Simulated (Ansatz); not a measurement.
Values for one crystal, relaxed and computed with plane-wave PAW PBEsol (Ansatz code); other levels are named.

- Volume per atom: 10.60 Å³
- Electronic character: metallic (no gap)
- Pressure derivative B′: 4.8
- Elastic constants (relaxed ions, GPa): C11 = 463, C12 = 201, C13 = 290, C33 = 493, C44 = 216
- Mechanical stability: stable (all eigenvalues of C positive)
- Young's modulus: 379 GPa
- Density of states at the Fermi level: 0.57 states/eV per atom (mean over ±0.08 eV)

**Question.** Which of these materials gives this?
A. NbN, P6_3/mmc (Nb on 4f, N on 2a, N on 2d)
B. B2W, P6_3/mmc (B on 4f, B on 2b, B on 2d, W on 4f)
C. RbNb6Se8, P-3 (Rb on 1a, Nb on 6g, Se on 6g, Se on 2d)
D. Zr2InN, P6_3/mmc (Zr on 4f, In on 2d, N on 2a)

**Answer.** A, NbN, P6_3/mmc (Nb on 4f, N on 2a, N on 2d)

The workflow started from a Materials Project entry (that database holds measured and hypothetical structures alike); the Crystallography Open Database files this formula in space group No. 194, but the cells were not matched. It is not the phase usual at ambient conditions (space group No. 225). The cell was relaxed with PBEsol under the symmetry of its start; whether a distortion lowers the energy is not shown. The run is not spin-polarised. As this level gives no gap, shear constants depend on the k-mesh and smearing (Fermi–Dirac, 0.1 eV here). On the denser mesh and wider smearing of the elastic run this cell carries a stress of 1.1 GPa. Spin–orbit coupling is left out wherever it is not named.

Potentials: the later of the program's two PAW sets.
